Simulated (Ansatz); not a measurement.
The cell below belongs to a search over invented structures; it isn't taken from experiment.

Input and command of a plane-wave DFT calculation in Ansatz:

```yaml
crystal:
  lattice:
    - [3.6189019574, 0.0, 0.0]
    - [-1.8094509787, 3.1340610289, 0.0]
    - [0.0, 0.0, 8.8687601844]
  atoms:
    - { symbol: "Y", position: [0.0, 0.0, 0.0] }
    - { symbol: Gd, position: [0.3333333333, 0.6666666667, 0.3318946701], spin: 7.54 }
    - { symbol: Gd, position: [0.6666666667, 0.3333333333, 0.6681053299], spin: 7.54 }
    - { symbol: "N", position: [0.6666666667, 0.3333333333, 0.1640166663] }
    - { symbol: "N", position: [0.3333333333, 0.6666666667, 0.8359833337] }
    - { symbol: "N", position: [0.0, 0.0, 0.5] }
basis:
  ecutwfc: 420
kpoints:
  mp_grid: { grid: [12, 12, 4] }
hamiltonian:
  xc: pbe
scf:
  occupations: { method: gaussian, width: 0.1 }
output:
  forces: true
  stress: true
  eigenvalues: true
  populations: true
  write_density: true
  write_potential: true
  elf: true
  volumetric_format: npy
magnetization:
  spin_polarized: true
relax:
  adjacent_minimum: "off"
  f_tol: 0.01
  max_steps: 30
  cell: { stress_tol: 0.1, fix: [volume] }
```

```bash
ansatz run input.yaml --threads 1 --pin off --max-ram 2560MiB --backend cpu --events-out ev --progress --plain --runs-dir out
```

Processor: Intel(R) Xeon(R) Platinum 8259CL CPU @ 2.50GHz (Skylake/Cascade Lake), 1 thread, on a host shared with other jobs.

How long does it run, and how much memory does it take?

About 97 s, peak memory 0.8 GiB. It solves 47 bands at 69 k points (after reduction by symmetry) with about 1937 plane waves, in 18 SCF iterations over 2 ionic steps.
